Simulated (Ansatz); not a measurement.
Ansatz input file:

```yaml
crystal:
  lattice:
    - [2.8447863427, -3.8531733005, 0.0]
    - [2.8447863427, 3.8531733005, 0.0]
    - [0.0, 0.0, 2.8016082117]
  atoms:
    - { symbol: Ni, position: [0.5, 0.0, 0.5] }
    - { symbol: Ni, position: [0.0, 0.5, 0.5] }
    - { symbol: Ni, position: [0.0, 0.0, 0.0] }
    - { symbol: O, position: [0.7839335391, 0.7839335391, 0.5] }
    - { symbol: O, position: [0.2160664609, 0.2160664609, 0.5] }
    - { symbol: O, position: [0.2390709146, 0.7609290854, 0.0] }
    - { symbol: O, position: [0.7609290854, 0.2390709146, 0.0] }
basis:
  ecutwfc: 420
kpoints:
  mp_grid: { grid: [8, 8, 12] }
hamiltonian:
  xc: pbesol
scf:
  occupations: { method: gaussian, width: 0.1 }
output:
  forces: true
  stress: true
  eigenvalues: true
relax:
  adjacent_minimum: "off"
  f_tol: 0.01
  max_steps: 30
  cell: { stress_tol: 0.1, fix: [volume] }
```

Run as
```bash
ansatz run input.yaml --threads 2 --pin off --max-ram 5120MiB --backend cpu --events-out ev --progress --plain --runs-dir out
```

These are results of DFT PBEsol, scalar-relativistic, plane waves, PAW (Ansatz), not measurements.

Abridged output (iterations and final results):

```
SCF iter   1: F=—  HF=-19653.076202 eV  |F-HF|=—  |Δ(HF+E_count)|=         —  Δρ=5.79e-2  dr2=1.81e0  ethr=1.77e-3  ⟨swp⟩=5.7  Hψ=25699  notcnv=0
SCF iter   2: F=—  HF=-19653.174035 eV  |F-HF|=—  |Δ(HF+E_count)|=   9.78e-2  Δρ=9.99e-2  dr2=4.85e0  ethr=1.77e-3  ⟨swp⟩=2.7  Hψ=12002  notcnv=0  defer=362  recentre
SCF iter   3: F=—  HF=-19652.946511 eV  |F-HF|=—  |Δ(HF+E_count)|=   2.28e-1  Δρ=3.11e-2  dr2=5.41e-1  ethr=1.77e-3  ⟨swp⟩=2.2  Hψ=10539  notcnv=0  defer=234
SCF iter   4: F=—  HF=-19652.915890 eV  |F-HF|=—  |Δ(HF+E_count)|=   3.06e-2  Δρ=5.02e-3  dr2=7.52e-3  ethr=6.93e-4  ⟨swp⟩=2.0  Hψ=8288  notcnv=0  defer=255
SCF iter   5: F=—  HF=-19652.914067 eV  |F-HF|=—  |Δ(HF+E_count)|=   1.82e-3  Δρ=6.12e-3  dr2=1.93e-2  ethr=9.65e-6  ⟨swp⟩=2.0  Hψ=13043  notcnv=0  defer=255
SCF iter   6: F=—  HF=-19652.913098 eV  |F-HF|=—  |Δ(HF+E_count)|=   9.69e-4  Δρ=1.39e-3  dr2=8.81e-4  ethr=9.65e-6  ⟨swp⟩=1.1  Hψ=6725  notcnv=0  defer=255
SCF iter   7: F=—  HF=-19652.913055 eV  |F-HF|=—  |Δ(HF+E_count)|=   4.30e-5  Δρ=2.31e-4  dr2=1.10e-5  ethr=1.13e-6  ⟨swp⟩=1.4  Hψ=6848  notcnv=0  defer=252
SCF iter   8: F=—  HF=-19652.913014 eV  |F-HF|=—  |Δ(HF+E_count)|=   4.18e-5  Δρ=2.17e-4  dr2=2.38e-5  ethr=1.41e-8  ⟨swp⟩=2.0  Hψ=9889  notcnv=0  defer=252
SCF iter   9: F=—  HF=-19652.913013 eV  |F-HF|=—  |Δ(HF+E_count)|=   7.21e-7  Δρ=3.23e-5  dr2=5.52e-7  ethr=1.41e-8  ⟨swp⟩=1.0  Hψ=6614  notcnv=0  defer=252
SCF iter  10: F=-19652.913013 eV  HF=-19652.913013 eV  |F-HF|=4.59e-8  |Δ(HF+E_count)|=   2.82e-8  Δρ=1.10e-5  dr2=5.58e-8  ethr=1.28e-10  ⟨swp⟩=10.7  Hψ=30569  notcnv=0
SCF 1 converged in 10 iterations: F = -19652.913013 eV  dr2 = 5.58e-8
relax step   1: F+E_penalty+E_count = -19652.91301274 eV  Δ(F+E_penalty+E_count) = +0.000e0 eV  max|allowed force component| = 3.477e-1 eV/Å  Δτ_max = 0.0000 Å  P = +13.666 GPa  Ω = 61.419 Å³  fix = [volume]  reactions: volume +13.666 GPa (10 SCF iters, dr2 threshold 1.00e-7 eV, accepted)
Initial density: handed on by an earlier stage of this run
Initial wavefunctions: those handed on with the density
SCF iter   1: F=—  HF=-19652.922295 eV  |F-HF|=—  |Δ(HF+E_count)|=         —  Δρ=8.91e-3  dr2=4.28e-2  ethr=5.47e-5  ⟨swp⟩=1.0  Hψ=21606  notcnv=0
SCF iter   2: F=—  HF=-19652.920373 eV  |F-HF|=—  |Δ(HF+E_count)|=   1.92e-3  Δρ=2.42e-3  dr2=1.19e-3  ethr=5.47e-5  ⟨swp⟩=1.0  Hψ=6909  notcnv=0
SCF iter   3: F=—  HF=-19652.920673 eV  |F-HF|=—  |Δ(HF+E_count)|=   3.00e-4  Δρ=1.77e-3  dr2=1.66e-3  ethr=1.52e-6  ⟨swp⟩=2.0  Hψ=10604  notcnv=0
SCF iter   4: F=—  HF=-19652.920588 eV  |F-HF|=—  |Δ(HF+E_count)|=   8.45e-5  Δρ=6.07e-4  dr2=1.37e-4  ethr=1.52e-6  ⟨swp⟩=2.0  Hψ=10027  notcnv=0
SCF iter   5: F=—  HF=-19652.920522 eV  |F-HF|=—  |Δ(HF+E_count)|=   6.66e-5  Δρ=1.29e-4  dr2=6.78e-6  ethr=1.76e-7  ⟨swp⟩=2.8  Hψ=12568  notcnv=0
SCF iter   6: F=—  HF=-19652.920523 eV  |F-HF|=—  |Δ(HF+E_count)|=   1.01e-6  Δρ=8.55e-5  dr2=3.13e-6  ethr=8.69e-9  ⟨swp⟩=2.2  Hψ=9832  notcnv=0
SCF iter   7: F=—  HF=-19652.920522 eV  |F-HF|=—  |Δ(HF+E_count)|=   3.07e-7  Δρ=5.15e-5  dr2=1.22e-6  ethr=4.02e-9  ⟨swp⟩=2.0  Hψ=7729  notcnv=0
SCF iter   8: F=-19652.920522 eV  HF=-19652.920522 eV  |F-HF|=1.07e-8  |Δ(HF+E_count)|=   5.33e-8  Δρ=6.17e-6  dr2=1.48e-8  ethr=8.97e-10  ⟨swp⟩=5.0  Hψ=27358  notcnv=0
SCF 2 converged in 8 iterations: F = -19652.920522 eV  dr2 = 1.48e-8
relax step   2: F+E_penalty+E_count = -19652.92052240 eV  Δ(F+E_penalty+E_count) = -7.510e-3 eV  max|allowed force component| = 2.192e-1 eV/Å  Δτ_max = 0.0082 Å  P = +12.891 GPa  Ω = 61.419 Å³  energy of the carried Pulay correction = -2.385e-16 eV  fix = [volume]  reactions: volume +12.891 GPa (8 SCF iters, dr2 threshold 7.00e-7 eV, accepted)
SCF iter   1: F=—  HF=-19652.934222 eV  |F-HF|=—  |Δ(HF+E_count)|=         —  Δρ=1.85e-2  dr2=1.83e-1  ethr=2.33e-4  ⟨swp⟩=1.0  Hψ=22278  notcnv=0
SCF iter   2: F=—  HF=-19652.926077 eV  |F-HF|=—  |Δ(HF+E_count)|=   8.14e-3  Δρ=5.27e-3  dr2=6.88e-3  ethr=2.33e-4  ⟨swp⟩=1.9  Hψ=7082  notcnv=0
SCF iter   3: F=—  HF=-19652.927672 eV  |F-HF|=—  |Δ(HF+E_count)|=   1.59e-3  Δρ=3.99e-3  dr2=8.50e-3  ethr=8.81e-6  ⟨swp⟩=2.0  Hψ=11175  notcnv=0
SCF iter   4: F=—  HF=-19652.927158 eV  |F-HF|=—  |Δ(HF+E_count)|=   5.14e-4  Δρ=1.51e-3  dr2=8.64e-4  ethr=8.81e-6  ⟨swp⟩=2.0  Hψ=10124  notcnv=0
SCF iter   5: F=—  HF=-19652.927020 eV  |F-HF|=—  |Δ(HF+E_count)|=   1.38e-4  Δρ=3.49e-4  dr2=5.27e-5  ethr=1.11e-6  ⟨swp⟩=2.3  Hψ=9886  notcnv=0
SCF iter   6: F=—  HF=-19652.926989 eV  |F-HF|=—  |Δ(HF+E_count)|=   3.15e-5  Δρ=2.31e-4  dr2=2.25e-5  ethr=6.75e-8  ⟨swp⟩=1.4  Hψ=8028  notcnv=0
SCF iter   7: F=—  HF=-19652.926986 eV  |F-HF|=—  |Δ(HF+E_count)|=   2.52e-6  Δρ=1.42e-4  dr2=9.15e-6  ethr=2.88e-8  ⟨swp⟩=2.0  Hψ=7980  notcnv=0
SCF iter   8: F=-19652.926986 eV  HF=-19652.926986 eV  |F-HF|=1.06e-7  |Δ(HF+E_count)|=   3.56e-7  Δρ=1.79e-5  dr2=1.32e-7  ethr=8.97e-10  ⟨swp⟩=4.6  Hψ=31887  notcnv=0
SCF 3 converged in 8 iterations: F = -19652.926986 eV  dr2 = 1.32e-7
relax step   3: F+E_penalty+E_count = -19652.92698600 eV  Δ(F+E_penalty+E_count) = -6.464e-3 eV  max|allowed force component| = 9.541e-3 eV/Å  Δτ_max = 0.0148 Å  P = +11.350 GPa  Ω = 61.419 Å³  energy of the carried Pulay correction = -5.964e-17 eV  fix = [volume]  reactions: volume +11.350 GPa (8 SCF iters, dr2 threshold 7.00e-7 eV, accepted)
SCF iter   1: F=—  HF=-19652.927086 eV  |F-HF|=—  |Δ(HF+E_count)|=         —  Δρ=1.03e-3  dr2=5.55e-4  ethr=7.05e-7  ⟨swp⟩=1.0  Hψ=21112  notcnv=0
SCF iter   2: F=—  HF=-19652.927068 eV  |F-HF|=—  |Δ(HF+E_count)|=   1.80e-5  Δρ=3.04e-4  dr2=1.55e-5  ethr=7.05e-7  ⟨swp⟩=1.0  Hψ=6909  notcnv=0
SCF iter   3: F=—  HF=-19652.927023 eV  |F-HF|=—  |Δ(HF+E_count)|=   4.51e-5  Δρ=2.64e-4  dr2=3.28e-5  ethr=1.98e-8  ⟨swp⟩=2.0  Hψ=12656  notcnv=0
SCF iter   4: F=—  HF=-19652.927020 eV  |F-HF|=—  |Δ(HF+E_count)|=   2.33e-6  Δρ=6.56e-5  dr2=1.46e-6  ethr=1.98e-8  ⟨swp⟩=2.0  Hψ=10155  notcnv=0
SCF iter   5: F=—  HF=-19652.927020 eV  |F-HF|=—  |Δ(HF+E_count)|=   2.26e-7  Δρ=1.80e-5  dr2=1.16e-7  ethr=1.87e-9  ⟨swp⟩=2.6  Hψ=11790  notcnv=0
SCF iter   6: F=—  HF=-19652.927020 eV  |F-HF|=—  |Δ(HF+E_count)|=   2.09e-8  Δρ=1.22e-5  dr2=6.17e-8  ethr=3.87e-11  ⟨swp⟩=5.7  Hψ=28427  notcnv=0
SCF iter   7: F=-19652.927020 eV  HF=-19652.927020 eV  |F-HF|=1.39e-8  |Δ(HF+E_count)|=   7.45e-9  Δρ=5.79e-6  dr2=1.53e-8  ethr=3.87e-11  ⟨swp⟩=3.0  Hψ=26867  notcnv=0
SCF 4 converged in 7 iterations: F = -19652.927020 eV  dr2 = 1.53e-8
relax step   4: F+E_penalty+E_count = -19652.92702011 eV  Δ(F+E_penalty+E_count) = -3.411e-5 eV  max|allowed force component| = 3.966e-3 eV/Å  Δτ_max = 0.0008 Å  P = +11.271 GPa  Ω = 61.419 Å³  energy of the carried Pulay correction = -1.789e-16 eV  fix = [volume]  reactions: volume +11.271 GPa (7 SCF iters, dr2 threshold 3.02e-8 eV, accepted)
Basis set: ecut = 420 eV, 1205 PW (Γ), exchange–correlation on 64×64×40 points (8 copies of the dense FFT grid, shifted against one another)
Initial wavefunctions: pseudopotential atomic-orbital guess (no wavefunctions were taken with the density)
SCF iter   1: F=—  HF=-19652.927151 eV  |F-HF|=—  |Δ(HF+E_count)|=         —  Δρ=1.82e-4  dr2=6.36e-7  ethr=6.83e-8  ⟨swp⟩=3.8  Hψ=46244  notcnv=0
SCF iter   2: F=—  HF=-19652.927180 eV  |F-HF|=—  |Δ(HF+E_count)|=   2.91e-5  Δρ=1.20e-5  dr2=4.16e-8  ethr=8.15e-10  ⟨swp⟩=2.0  Hψ=10934  notcnv=0
SCF iter   3: F=—  HF=-19652.927180 eV  |F-HF|=—  |Δ(HF+E_count)|=   1.35e-9  Δρ=5.66e-6  dr2=7.89e-9  ethr=5.33e-11  ⟨swp⟩=2.0  Hψ=10220  notcnv=0
SCF iter   4: F=—  HF=-19652.927180 eV  |F-HF|=—  |Δ(HF+E_count)|=   1.36e-9  Δρ=3.41e-6  dr2=5.00e-9  ethr=1.01e-11  ⟨swp⟩=2.1  Hψ=12267  notcnv=0
SCF iter   5: F=—  HF=-19652.927180 eV  |F-HF|=—  |Δ(HF+E_count)|=  4.22e-10  Δρ=1.47e-6  dr2=5.76e-10  ethr=6.42e-12  ⟨swp⟩=1.0  Hψ=6909  notcnv=0
SCF iter   6: F=-19652.927180 eV  HF=-19652.927180 eV  |F-HF|=8.73e-11  |Δ(HF+E_count)|=  6.91e-11  Δρ=4.78e-7  dr2=1.05e-10  ethr=1.00e-12  ⟨swp⟩=5.3  Hψ=27017  notcnv=0
SCF 5 converged in 6 iterations: F = -19652.927180 eV  dr2 = 1.05e-10
SCF iter   1: F=—  HF=-19652.927291 eV  |F-HF|=—  |Δ(HF+E_count)|=         —  Δρ=2.61e-4  dr2=1.87e-5  ethr=2.05e-8  ⟨swp⟩=3.0  Hψ=29691  notcnv=0
SCF iter   2: F=—  HF=-19652.927206 eV  |F-HF|=—  |Δ(HF+E_count)|=   8.53e-5  Δρ=1.39e-4  dr2=2.87e-6  ethr=2.05e-8  ⟨swp⟩=1.8  Hψ=10542  notcnv=0
SCF iter   3: F=—  HF=-19652.927205 eV  |F-HF|=—  |Δ(HF+E_count)|=   9.79e-7  Δρ=4.11e-5  dr2=5.98e-7  ethr=3.68e-9  ⟨swp⟩=2.4  Hψ=11807  notcnv=0
SCF iter   4: F=—  HF=-19652.927205 eV  |F-HF|=—  |Δ(HF+E_count)|=   1.82e-8  Δρ=1.47e-5  dr2=7.82e-8  ethr=7.66e-10  ⟨swp⟩=1.1  Hψ=6918  notcnv=0
SCF iter   5: F=-19652.927205 eV  HF=-19652.927205 eV  |F-HF|=9.66e-9  |Δ(HF+E_count)|=   4.30e-9  Δρ=5.28e-6  dr2=1.30e-8  ethr=3.64e-11  ⟨swp⟩=4.8  Hψ=26138  notcnv=0
SCF 6 converged in 5 iterations: F = -19652.927205 eV  dr2 = 1.30e-8
relax step   6: F+E_penalty+E_count = -19652.92720516 eV  Δ(F+E_penalty+E_count) = -2.525e-5 eV  max|allowed force component| = 1.611e-3 eV/Å  Δτ_max = 0.0001 Å  P = +11.249 GPa  Ω = 61.419 Å³  energy of the carried Pulay correction = +7.344e-7 eV  fix = [volume]  reactions: volume +11.249 GPa (5 SCF iters, dr2 threshold 2.84e-8 eV, accepted)
SCF iter   1: F=—  HF=-19652.927275 eV  |F-HF|=—  |Δ(HF+E_count)|=         —  Δρ=7.95e-5  dr2=9.26e-8  ethr=7.21e-8  ⟨swp⟩=3.8  Hψ=46162  notcnv=0
SCF iter   2: F=—  HF=-19652.927211 eV  |F-HF|=—  |Δ(HF+E_count)|=   6.41e-5  Δρ=4.75e-6  dr2=4.41e-9  ethr=1.19e-10  ⟨swp⟩=2.9  Hψ=13844  notcnv=0
SCF iter   3: F=—  HF=-19652.927211 eV  |F-HF|=—  |Δ(HF+E_count)|=  8.88e-10  Δρ=5.75e-6  dr2=1.30e-8  ethr=1.00e-12  ⟨swp⟩=8.3  Hψ=34732  notcnv=0
SCF iter   4: F=—  HF=-19652.927211 eV  |F-HF|=—  |Δ(HF+E_count)|=  8.95e-10  Δρ=2.55e-6  dr2=3.08e-9  ethr=5.65e-12  ⟨swp⟩=1.1  Hψ=6919  notcnv=0
SCF iter   5: F=-19652.927211 eV  HF=-19652.927211 eV  |F-HF|=6.18e-11  |Δ(HF+E_count)|=  9.82e-11  Δρ=4.56e-7  dr2=7.34e-11  ethr=1.00e-12  ⟨swp⟩=3.5  Hψ=26040  notcnv=0
SCF 7 converged in 5 iterations: F = -19652.927211 eV  dr2 = 7.34e-11
SCF converged after 5 iterations
Free energy (F): -19652.927211 eV
Harris-Foulkes:  -19652.927211 eV  (|F-HF|=6.18e-11)
Internal energy: -19652.900588 eV  (E = F + TS)
E sigma→0 (E₀):  -19652.913900 eV
Entropy (-TS):   -0.026624 eV (-3.803 meV/atom)
Fermi energy:    13.547397 eV
--- Per-component energies (eV) ---
  E_band       = -1061.732163
  E_kinetic    = 1539.025605
  E_local      = -13944.493320  (includes V_loc(G=0)·N_el)
  E_nonlocal   = 2111.689207
  E_hartree    = 5817.833296
  E_xc         = -542.468311
  E_vxc        = -699.027306  (∫ρ·V_xc dr)
  E_paw        = -5390.175818  (= ΣΔE_a)
  E_vpaw       = -1704.604102  (= ΣTr[D̂ρ^β])
  E_aug_tail   = 0.010978  (compensation charges beyond the density's cutoff)
  E_ewald      = -9245.055244
  E_core_change = 0.733018  (= ΣΔE_core)
  E_smearing   = -0.026624  (= −TS)
--- Forces (eV/Å), atoms counted from 1 ---
  atom   1  Ni     0.00000000     0.00000000     0.00000000
  atom   2  Ni     0.00000000     0.00000000     0.00000000
  atom   3  Ni     0.00000000     0.00000000     0.00000000
  atom   4  O     -0.00074705     0.00000000     0.00000000
  atom   5  O      0.00074705     0.00000000     0.00000000
  atom   6  O      0.00000000     0.00165546     0.00000000
  atom   7  O      0.00000000    -0.00165546     0.00000000
--- Stress (GPa, compression-positive) ---
       11.231549       0.000000       0.000000
        0.000000      11.249973       0.000000
        0.000000       0.000000      11.263394
  P = ⅓ Tr σ = 11.2483 GPa (112.483 kbar)
--- Band table (eV; the first three rows and the last of 147) ---
  k-point 0: bands = ["-91.2354", "-89.6847", "-89.6827", "-51.8293", "-51.7840", "-51.6859", "-50.3618", "-50.3543", "-50.1987", "-50.1889", "-50.1854", "-50.1736", "-7.8913", "-6.0152", "-5.8452", "-5.5987", "4.3165", "5.2259", "6.2328", "6.9940", "7.1752", "7.2171", "7.3458", "8.7809", "9.0770", "10.2722", "10.5386", "10.5467", "10.6041", "10.8470", "10.9272", "11.0238", "11.7890", "11.9774", "11.9783", "12.0180", "12.3875", "12.4724", "12.7390", "14.2072", "14.5502", "15.1051", "15.4170", "17.6829", "20.9945", "21.5770", "22.8557"]
  k-point 1: bands = ["-91.2353", "-89.6846", "-89.6826", "-51.8290", "-51.7863", "-51.6856", "-50.3616", "-50.3542", "-50.1985", "-50.1910", "-50.1875", "-50.1734", "-7.8223", "-6.0036", "-5.8285", "-5.5935", "4.4138", "5.3150", "6.2182", "6.9638", "7.1807", "7.2396", "7.3616", "8.3878", "8.8944", "9.9433", "10.1588", "10.5404", "10.7344", "10.9290", "11.0171", "11.2165", "11.9540", "11.9700", "12.0583", "12.1517", "12.4350", "12.4841", "12.7671", "14.1614", "14.4137", "14.8758", "15.3276", "17.9651", "21.3380", "21.8938", "23.0702"]
  k-point 2: bands = ["-91.2349", "-89.6842", "-89.6822", "-51.8284", "-51.7927", "-51.6846", "-50.3612", "-50.3538", "-50.1978", "-50.1969", "-50.1933", "-50.1728", "-7.6225", "-5.9716", "-5.7901", "-5.5793", "4.6957", "5.5716", "6.1612", "6.9007", "7.2184", "7.2943", "7.3060", "7.7000", "8.4877", "9.0611", "9.7313", "10.4790", "10.8915", "10.9973", "11.2035", "11.4639", "11.9497", "11.9846", "12.1692", "12.4579", "12.5152", "12.8704", "12.8767", "14.0228", "14.1250", "14.3392", "15.0684", "18.7037", "22.2017", "22.7269", "23.6529"]
  k-point 146: bands = ["-91.2332", "-89.6826", "-89.6806", "-51.8263", "-51.8192", "-51.6810", "-50.3593", "-50.3518", "-50.2206", "-50.2168", "-50.1953", "-50.1702", "-6.0514", "-5.9787", "-5.9031", "-5.7436", "4.0724", "5.0754", "6.0158", "6.1948", "7.0637", "7.1823", "7.5068", "8.2726", "8.8846", "9.2688", "9.2738", "9.2859", "10.1014", "10.5214", "10.9654", "11.7753", "11.8298", "11.9136", "12.4246", "12.4871", "12.5006", "12.5749", "12.8289", "14.2245", "14.2488", "15.1161", "15.4103", "20.7570", "21.6758", "22.0934", "23.6465"]
--- Relaxed structure (5 steps of the walk, 5 accepted, 2 SCFs on fresh bases) ---
  F+E_penalty+E_count = -19652.92721134 eV   max|allowed force component| = 1.655e-3 eV/Å   (the final SCF, on the basis selected at the relaxed cell)
  cell:  # Å, volume = 61.4194 Å³
    - [2.82422800, -3.86233081, 0.0]
    - [2.82422800, 3.86233081, 0.0]
    - [0.0, 0.0, 2.81531098]
  atoms:
    - { symbol: Ni, position: [0.49999999, 0.0, 0.5] }
    - { symbol: Ni, position: [0.0, 0.49999999, 0.5] }
    - { symbol: Ni, position: [0.0, 0.0, 0.0] }
    - { symbol: O, position: [0.77978734, 0.77978734, 0.5] }
    - { symbol: O, position: [0.22021265, 0.22021265, 0.5] }
    - { symbol: O, position: [0.24125415, 0.75874584, 0.0] }
    - { symbol: O, position: [0.75874584, 0.24125415, 0.0] }
```

The relaxation met its thresholds.

It took 54 s on 2 threads of Oxide Virtual Turin-like Processor (Zen 5) (shared host), peak memory 0.65 GiB.

Spin polarisation was left out, and a magnetic state may lie lower.